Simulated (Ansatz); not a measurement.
Data:

SrGaHO₂:
```
CELL_PARAMETERS angstrom
      3.99366     0.00000     0.00000
      0.00000     3.99366     0.00000
      0.00000     0.00000     3.62679
ATOMIC_POSITIONS crystal
  Sr 0.50000 0.50000 0.50000
  Ga 0.00000 0.00000 0.00000
  O  0.50000 0.00000 0.00000
  O  0.00000 0.50000 0.00000
  H  0.00000 0.00000 0.50000
```

This is the PBE-relaxed structure.

All from PBE (plane waves, PAW; program Ansatz), unless another level is named. Give the hole effective mass with spin–orbit coupling.

0.67, 0.67, 6.3 mₑ (principal values).

And the band gap?

0.58 eV (indirect).

What about the electron effective mass with spin–orbit coupling?

0.099, 0.19, 0.19 mₑ (principal values).

And the conduction-band minimum?

at Z.

What about the valence-band maximum?

at A.

Space group P4/mmm. The start of the workflow was typed in or built on a structure type; neither database checked (COD, Materials Project) lists it. Whether it is the stable phase at ambient conditions was not checked. The cell was relaxed with PBE under the symmetry of its start; its stability against distortions is not shown here. Scalar-relativistic: spin–orbit coupling is off unless named, which matters more the heavier the elements.

Potentials: the earlier of the program's two PAW sets.
